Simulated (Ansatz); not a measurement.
Input, command and steps of an Ansatz relaxation.

```yaml
crystal:
  lattice:
    - [3.4921247817, 0.0, 0.0]
    - [0.0, 3.4921247817, 0.0]
    - [0.0, 0.0, 6.8966833288]
  atoms:
    - { symbol: Zr, position: [0.5, 0.0, 0.6394950645] }
    - { symbol: Zr, position: [0.0, 0.5, 0.3605049355] }
    - { symbol: V, position: [0.0, 0.0, 0.0] }
    - { symbol: V, position: [0.5, 0.5, 0.0] }
    - { symbol: Si, position: [0.5, 0.0, 0.2480769692] }
    - { symbol: Si, position: [0.0, 0.5, 0.7519230308] }
basis:
  ecutwfc: 420
kpoints:
  mp_grid: { grid: [10, 10, 6] }
hamiltonian:
  xc: pbesol
scf:
  occupations: { method: gaussian, width: 0.1 }
output:
  forces: true
  stress: true
  eigenvalues: true
relax:
  adjacent_minimum: "off"
  f_tol: 0.01
  max_steps: 30
  cell: { stress_tol: 0.1, fix: [volume] }
```

```bash
ansatz run input.yaml --threads 1 --pin off --max-ram 2560MiB --backend cpu --events-out ev --progress --plain --runs-dir out
```

All numbers below come from DFT PBEsol, scalar-relativistic, plane waves, PAW (Ansatz 0.2.0).

The volume is held at 0.88 times that of the relaxed cell.

Of 5 frames 4 are shown, positions in Å and forces in eV/Å; the SCF threshold varies from step to step. Steps run on the plane waves of an earlier cell, with a Pulay correction in the pressure. The basis is chosen afresh for the last frame, the zero of the energies, and at times for earlier ones too; energy and pressure can step there, also at an unchanged geometry. Where two frames share a geometry here, they differ by under 2 meV/atom and 0.3 GPa. The mark taken_back stands on steps that the optimiser undid.

```xyz
6
Lattice="3.4921 0.0000 0.0000 0.0000 3.4921 0.0000 0.0000 0.0000 6.8967" Properties=species:S:1:pos:R:3:forces:R:3 pbc="T T T" step=1 free_energy_over_end_meV_per_atom=0.15 pressure_GPa=27.42
Zr    1.7461    0.0000    4.4104    0.0000    0.0000   -0.0626
Zr    0.0000    1.7461    2.4863    0.0000    0.0000    0.0626
V     0.0000    0.0000    0.0000    0.0000    0.0000    0.0000
V     1.7461    1.7461    0.0000    0.0000    0.0000    0.0000
Si    1.7461    0.0000    1.7109    0.0000    0.0000    0.0999
Si    0.0000    1.7461    5.1858    0.0000    0.0000   -0.0999
6
Lattice="3.4888 0.0000 0.0000 0.0000 3.4888 0.0000 0.0000 0.0000 6.9100" Properties=species:S:1:pos:R:3:forces:R:3 pbc="T T T" step=2 free_energy_over_end_meV_per_atom=0.25 pressure_GPa=27.27 taken_back
Zr    1.7444    0.0000    4.4067    0.0000    0.0000    0.1696
Zr    0.0000    1.7444    2.5033    0.0000    0.0000   -0.1696
V     0.0000    0.0000    0.0000    0.0000    0.0000    0.0000
V     1.7444    1.7444    0.0000    0.0000    0.0000    0.0000
Si    1.7444    0.0000    1.7181    0.0000    0.0000   -0.0081
Si    0.0000    1.7444    5.1919    0.0000    0.0000    0.0081
6
Lattice="3.4902 0.0000 0.0000 0.0000 3.4902 0.0000 0.0000 0.0000 6.9042" Properties=species:S:1:pos:R:3:forces:R:3 pbc="T T T" step=3 free_energy_over_end_meV_per_atom=0.02 pressure_GPa=27.34
Zr    1.7451    0.0000    4.4110    0.0000    0.0000    0.0163
Zr    0.0000    1.7451    2.4933    0.0000    0.0000   -0.0163
V     0.0000    0.0000    0.0000    0.0000    0.0000    0.0000
V     1.7451    1.7451    0.0000    0.0000    0.0000    0.0000
Si    1.7451    0.0000    1.7157    0.0000    0.0000    0.0339
Si    0.0000    1.7451    5.1885    0.0000    0.0000   -0.0339
6
Lattice="3.4901 0.0000 0.0000 0.0000 3.4901 0.0000 0.0000 0.0000 6.9048" Properties=species:S:1:pos:R:3:forces:R:3 pbc="T T T" step=5 free_energy_over_end_meV_per_atom=0.00 pressure_GPa=27.32
Zr    1.7450    0.0000    4.4124    0.0000    0.0000   -0.0003
Zr    0.0000    1.7450    2.4924    0.0000    0.0000    0.0003
V     0.0000    0.0000    0.0000    0.0000    0.0000    0.0000
V     1.7450    1.7450    0.0000    0.0000    0.0000    0.0000
Si    1.7450    0.0000    1.7181    0.0000    0.0000   -0.0009
Si    0.0000    1.7450    5.1867    0.0000    0.0000    0.0009
```

Time: 41 s on 1 thread of Intel(R) Xeon(R) 6975P-C (Granite Rapids), on a shared host, peak memory 0.57 GiB.